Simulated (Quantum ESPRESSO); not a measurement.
Ge2AlN3S, finding a planted mistake in a log

Computed values, not a measurement. The program is pw.x of Quantum ESPRESSO 7.5 (plane-wave density functional theory). The cell is made up: 7 atoms on a zincblende/diamond lattice with one site empty, with randomly drawn elements, strain and displacements, not relaxed. PseudoDojo standard norm-conserving files (v0.5 for PBE, v0.4.1 for LDA and PBEsol) set the functional; there is no spin polarisation, spin-orbit coupling or dispersion term, and the masses in the input are unused placeholders.

Intended input:

```
&control calculation='scf', pseudo_dir='./dojo.nc.sr.pbe.v0_5.standard.upf', outdir='./o', disk_io='low', tprnfor=.true., tstress=.true. /
&system ibrav=0, nat=7, ntyp=4, nbnd=32, ecutwfc=84.00895049, nosym=.true., tot_charge=0,
 occupations='smearing', smearing='fd', degauss=0.0018374661
/
&electrons conv_thr=7.350e-09, electron_maxstep=60, /
ATOMIC_SPECIES
Al 1.0 Al.upf
Ge 1.0 Ge.upf
N 1.0 N.upf
S 1.0 S.upf
CELL_PARAMETERS angstrom
4.7094 0.0224 -0.0075
0.0224 4.5891 0.0125
-0.0075 0.0125 4.62
ATOMIC_POSITIONS angstrom
Ge 0.0866 2.3208 2.3034
Al 2.4092 -0.0781 2.3677
Ge 2.2758 2.2134 0.0253
N 1.1959 0.951 1.0417
S 1.0791 3.5228 3.4972
N 3.5374 1.2498 3.6355
N 3.4883 3.4274 1.2602
K_POINTS automatic
4 4 4 1 1 1
```

The log is shortened where brackets say so; the opening notice, blank lines, dates and the lines on written files are dropped, and the path of the files is cut. It prints rydbergs, bohrs and kilobars, and counts compression as positive stress. Where no state is partly filled, the Fermi energy that it prints is only some level between the filled and the empty states on the mesh, and need not lie in the true gap.

Log of the intended run:

```
     Program PWSCF v.7.5
     Parallel version (MPI & OpenMP), running on       4 processor cores
     Number of MPI processes:                 4
     Threads/MPI process:                     1
     [start-up lines left out]
     bravais-lattice index     =            0
     lattice parameter (alat)  =       8.8996  a.u.
     unit-cell volume          =     673.7787 (a.u.)^3
     number of atoms/cell      =            7
     number of atomic types    =            4
     number of electrons       =        52.00
     number of Kohn-Sham states=           32
     kinetic-energy cutoff     =      84.0090  Ry
     charge density cutoff     =     336.0358  Ry
     scf convergence threshold =      7.3E-09
     mixing beta               =       0.7000
     number of iterations used =            8  plain     mixing
     Exchange-correlation= PBE
                           (   1   4   3   4   0   0   0)
     [axes and pseudopotential details left out]
   Cartesian axes
     site n.     atom                  positions (alat units)
         1        Ge     tau(   1) = (   0.0183885   0.4927954   0.4891007  )
         2        Al     tau(   2) = (   0.5115662  -0.0165836   0.5027541  )
         3        Ge     tau(   3) = (   0.4832402   0.4699903   0.0053722  )
         4        N      tau(   4) = (   0.2539357   0.2019340   0.2211931  )
         5        S      tau(   5) = (   0.2291346   0.7480264   0.7425906  )
         6        N      tau(   6) = (   0.7511266   0.2653808   0.7719570  )
         7        N      tau(   7) = (   0.7407008   0.7277693   0.2675891  )
     number of k points=    32  Fermi-Dirac smearing, width (Ry)=  0.0018
                       cart. coord. in units 2pi/alat
        k(    1) = (   0.1245987   0.1273235   0.1272782), wk =   0.0625000
        k(    2) = (   0.1250078   0.1266274   0.3821216), wk =   0.0625000
     [further k points left out]
     Dense  grid:    70073 G-vectors     FFT dimensions: (  54,  54,  54)
     Estimated max dynamical RAM per process >     120.93 MB
     Estimated total dynamical RAM >     432.40 MB
     Initial potential from superposition of free atoms
     starting charge      51.9959, renormalised to      52.0000
     Starting wfcs are   38 randomized atomic wfcs
     total cpu time spent up to now is        1.2 secs
     per-process dynamical memory:    87.7 Mb
     Self-consistent Calculation
     iteration #  1     ecut=    84.01 Ry     beta= 0.70
     Davidson diagonalization with overlap
     ethr =  1.00E-02,  avg # of iterations =  3.0
     total cpu time spent up to now is        2.8 secs
     total energy              =    -444.97087903 Ry
     estimated scf accuracy    <       1.93889164 Ry
     iteration #  2     ecut=    84.01 Ry     beta= 0.70
     Davidson diagonalization with overlap
     ethr =  3.73E-03,  avg # of iterations =  4.3
     total cpu time spent up to now is        4.5 secs
     total energy              =    -444.76533558 Ry
     estimated scf accuracy    <       6.50967613 Ry
     [iterations 3 to 10 left out]
     iteration # 11     ecut=    84.01 Ry     beta= 0.70
     Davidson diagonalization with overlap
     ethr =  5.59E-09,  avg # of iterations =  2.0
     total cpu time spent up to now is       17.4 secs
     total energy              =    -445.98354068 Ry
     estimated scf accuracy    <       0.00000046 Ry
     iteration # 12     ecut=    84.01 Ry     beta= 0.70
     Davidson diagonalization with overlap
     ethr =  8.84E-10,  avg # of iterations =  2.2
     total cpu time spent up to now is       18.7 secs
     End of self-consistent calculation
     [lines on levels left out]
     the Fermi energy is     8.6205 ev
!    total energy              =    -445.98354077 Ry
     estimated scf accuracy    <          5.2E-09 Ry
     smearing contrib. (-TS)   =      -0.00000000 Ry
     internal energy E=F+TS    =    -445.98354077 Ry
     The total energy is F=E-TS. E is the sum of the following terms:
     one-electron contribution =    -214.61083455 Ry
     hartree contribution      =     139.99351913 Ry
     xc contribution           =    -114.00356659 Ry
     ewald contribution        =    -257.36265876 Ry
     convergence has been achieved in  12 iterations
     Forces acting on atoms (cartesian axes, Ry/au):
     atom    1 type  2   force =    -0.23500317   -0.22738836   -0.20045771
     atom    2 type  1   force =     0.16434096    0.17383620   -0.13800921
     atom    3 type  2   force =     0.16952508   -0.11496389    0.13708333
     atom    4 type  3   force =     0.01572132    0.07438178    0.07661557
     atom    5 type  4   force =    -0.07771299    0.15675853    0.20015814
     atom    6 type  3   force =    -0.02666362   -0.01492675   -0.08242803
     atom    7 type  3   force =    -0.01020758   -0.04769751    0.00703791
     Total force =     0.613693     Total SCF correction =     0.000360
     Computing stress (Cartesian axis) and pressure
          total   stress  (Ry/bohr**3)                   (kbar)     P=       19.45
   0.00000060   0.00049171   0.00029451            0.09       72.33       43.32
   0.00049171   0.00034495  -0.00027144           72.33       50.74      -39.93
   0.00029451  -0.00027144   0.00005104           43.32      -39.93        7.51
     init_run     :      1.13s CPU      1.17s WALL (       1 calls)
     electrons    :     17.46s CPU     17.54s WALL (       1 calls)
     forces       :      0.26s CPU      0.27s WALL (       1 calls)
     stress       :      0.81s CPU      0.81s WALL (       1 calls)
     [timing details left out]
     PWSCF        :     19.72s CPU     19.86s WALL
     JOB DONE.
```

A second run was made from an input with one planted mistake. Its log:

```
     Program PWSCF v.7.5
     Parallel version (MPI & OpenMP), running on       4 processor cores
     Number of MPI processes:                 4
     Threads/MPI process:                     1
     [start-up lines left out]
     bravais-lattice index     =            0
     lattice parameter (alat)  =       8.8996  a.u.
     unit-cell volume          =     673.7787 (a.u.)^3
     number of atoms/cell      =            7
     number of atomic types    =            4
     number of electrons       =        52.00
     number of Kohn-Sham states=           32
     kinetic-energy cutoff     =      52.4045  Ry
     charge density cutoff     =     209.6181  Ry
     scf convergence threshold =      7.3E-09
     mixing beta               =       0.7000
     number of iterations used =            8  plain     mixing
     Exchange-correlation= PBE
                           (   1   4   3   4   0   0   0)
     [axes and pseudopotential details left out]
   Cartesian axes
     site n.     atom                  positions (alat units)
         1        Ge     tau(   1) = (   0.0183885   0.4927954   0.4891007  )
         2        Al     tau(   2) = (   0.5115662  -0.0165836   0.5027541  )
         3        Ge     tau(   3) = (   0.4832402   0.4699903   0.0053722  )
         4        N      tau(   4) = (   0.2539357   0.2019340   0.2211931  )
         5        S      tau(   5) = (   0.2291346   0.7480264   0.7425906  )
         6        N      tau(   6) = (   0.7511266   0.2653808   0.7719570  )
         7        N      tau(   7) = (   0.7407008   0.7277693   0.2675891  )
     number of k points=    32  Fermi-Dirac smearing, width (Ry)=  0.0018
                       cart. coord. in units 2pi/alat
        k(    1) = (   0.1245987   0.1273235   0.1272782), wk =   0.0625000
        k(    2) = (   0.1250078   0.1266274   0.3821216), wk =   0.0625000
     [further k points left out]
     Dense  grid:    34539 G-vectors     FFT dimensions: (  45,  40,  45)
     Estimated max dynamical RAM per process >      61.69 MB
     Estimated total dynamical RAM >     221.45 MB
     Check: negative core charge=   -0.000001
     Initial potential from superposition of free atoms
     starting charge      51.9959, renormalised to      52.0000
     Starting wfcs are   38 randomized atomic wfcs
     total cpu time spent up to now is        1.0 secs
     per-process dynamical memory:    47.1 Mb
     Self-consistent Calculation
     iteration #  1     ecut=    52.40 Ry     beta= 0.70
     Davidson diagonalization with overlap
     ethr =  1.00E-02,  avg # of iterations =  3.0
     total cpu time spent up to now is        1.9 secs
     total energy              =    -444.47423162 Ry
     estimated scf accuracy    <       1.90644144 Ry
     iteration #  2     ecut=    52.40 Ry     beta= 0.70
     Davidson diagonalization with overlap
     ethr =  3.67E-03,  avg # of iterations =  4.5
     total cpu time spent up to now is        2.8 secs
     total energy              =    -444.27097909 Ry
     estimated scf accuracy    <       6.26621660 Ry
     [iterations 3 to 10 left out]
     iteration # 11     ecut=    52.40 Ry     beta= 0.70
     Davidson diagonalization with overlap
     ethr =  3.28E-09,  avg # of iterations =  2.0
     total cpu time spent up to now is       10.2 secs
     total energy              =    -445.45721236 Ry
     estimated scf accuracy    <       0.00000022 Ry
     iteration # 12     ecut=    52.40 Ry     beta= 0.70
     Davidson diagonalization with overlap
     ethr =  4.19E-10,  avg # of iterations =  2.8
     total cpu time spent up to now is       11.0 secs
     End of self-consistent calculation
     [lines on levels left out]
     the Fermi energy is     8.6341 ev
!    total energy              =    -445.45721241 Ry
     estimated scf accuracy    <          3.3E-09 Ry
     smearing contrib. (-TS)   =      -0.00000000 Ry
     internal energy E=F+TS    =    -445.45721241 Ry
     The total energy is F=E-TS. E is the sum of the following terms:
     one-electron contribution =    -213.41954150 Ry
     hartree contribution      =     139.01628061 Ry
     xc contribution           =    -113.69129274 Ry
     ewald contribution        =    -257.36265878 Ry
     convergence has been achieved in  12 iterations
     Forces acting on atoms (cartesian axes, Ry/au):
     atom    1 type  2   force =    -0.23415923   -0.22640338   -0.20077247
     atom    2 type  1   force =     0.16423109    0.17383268   -0.13754024
     atom    3 type  2   force =     0.16835775   -0.11676212    0.13541543
     atom    4 type  3   force =     0.01586216    0.07188880    0.07535605
     atom    5 type  4   force =    -0.07753131    0.15856957    0.20049623
     atom    6 type  3   force =    -0.02787602   -0.01632076   -0.08006794
     atom    7 type  3   force =    -0.00888444   -0.04480479    0.00711294
     Total force =     0.612262     Total SCF correction =     0.000350
     Computing stress (Cartesian axis) and pressure
          total   stress  (Ry/bohr**3)                   (kbar)     P=     -862.32
  -0.00599506   0.00049802   0.00029247         -881.90       73.26       43.02
   0.00049802  -0.00564101  -0.00026292           73.26     -829.82      -38.68
   0.00029247  -0.00026292  -0.00594965           43.02      -38.68     -875.22
     init_run     :      0.89s CPU      0.92s WALL (       1 calls)
     electrons    :      9.93s CPU      9.98s WALL (       1 calls)
     forces       :      0.14s CPU      0.14s WALL (       1 calls)
     stress       :      0.43s CPU      0.43s WALL (       1 calls)
     [timing details left out]
     PWSCF        :     11.46s CPU     11.54s WALL
     JOB DONE.
```

Question: what was wrong in the second input?

Answer: the plane-wave cutoff is too low. The input lines that differ, file-writing options aside:

```
- &system ibrav=0, nat=7, ntyp=4, nbnd=32, ecutwfc=84.00895049, nosym=.true., tot_charge=0,
+ &system ibrav=0, nat=7, ntyp=4, nbnd=32, ecutwfc=52.40453342, nosym=.true., tot_charge=0,
```

|  | intended run | run with the mistake |
| --- | --- | --- |
| free energy (eV) | -6067.915 | -6060.754 |
| smearing term -TS (eV) | 0.0000 | 0.0000 |
| pressure (GPa) | 1.94 | -86.23 |
| largest force component (eV/Å) | 6.042 | 6.020 |
| largest change of a force component (eV/Å) |  | 0.074 |
| iterations | 12 | 12 |

For scale, a rerun of the intended cell at 1437 eV and a 6 x 6 x 6 mesh moved values by no more than 0.004 eV in energy, 0.02 GPa in stress and 0.002 eV/Å in force.